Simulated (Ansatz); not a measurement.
VAg$_{3}$O$_{4}$:
```
CELL_PARAMETERS angstrom
     -2.46271     2.46271     4.85896
      2.46271    -2.46271     4.85896
      2.46271     2.46271    -4.85896
ATOMIC_POSITIONS crystal
  V  0.00000 0.00000 0.00000
  Ag 0.75000 0.25000 0.50000
  Ag 0.25000 0.75000 0.50000
  Ag 0.50000 0.50000 0.00000
  O  0.69490 0.10048 0.00000
  O  0.89952 0.89952 0.59442
  O  0.10048 0.69490 0.00000
  O  0.30510 0.30510 0.40558
```

PBEsol (plane waves, PAW; program Ansatz) gives a gap of 0.35 eV without spin–orbit coupling, maximum on the S0–Γ line, 28 % of the way from S0, minimum at Γ.

**Question.** What happens when spin–orbit coupling is switched on?

**Answer.** The gap drops by 0.03 eV, to 0.32 eV; maximum on the S0–Γ line, 25 % of the way from S0, minimum at Γ.

Space group I-42m. The workflow started from a Materials Project entry (that database holds measured and hypothetical structures alike); the Crystallography Open Database files this formula in space group No. 121, but the cells were not matched. Whether it is the stable phase at ambient conditions was not checked. The PBEsol relaxation kept the symmetry of its start; its stability against distortions is not shown here. The run is not spin-polarised. No Hubbard U is applied.

Potentials: the later of the program's two PAW sets.
